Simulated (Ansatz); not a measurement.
**Structures of Rb₂Zn: which is lowest?**

Plane-wave DFT in Ansatz with scalar-relativistic PAW potentials, cutoff 420 eV, Γ-centred meshes chosen by cell and gap, Gaussian smearing with energies taken to zero width. Every cell was relaxed (cell and atoms) in a run of its own, within the symmetry of its start. Functional: PBE.

Relaxed structures (starts from databases or built by putting these elements on another compound's sites):
A. P6/mmm, 3 atoms in the computed cell, a = 6.664 Å, c = 4.258 Å; sites (symmetry × multiplicity) Rb -6m2 × 2, Zn 6/mmm × 1; start: built
B. I4_1/amd, 6 atoms in the computed cell, a = 4.483 Å, c = 34.941 Å; sites (symmetry × multiplicity) Rb 2mm. × 8, Zn -4m2 × 4; start: built

Rank them by energy. Could pressure change the order?

| structure | group | E − E(lowest) (meV/atom) | V (Å³/atom) | gap on mesh (eV) |
| --- | --- | --- | --- | --- |
| B | I4_1/amd | 0.0 | 58.53 | 0.00 |
| A | P6/mmm | 127 | 54.59 | 0.00 |

B is lowest, 127 meV/atom under A. A is denser by 3.94 Å³/atom, so pressure favours it: ΔE/ΔV, with ΔE in eV and 1 eV/Å³ = 160.2 GPa, gives about 5 GPa for equal enthalpy if both cells were rigid, a rough figure since the two compress differently. Other structures may lie lower than all of these, and vibrations aren't counted.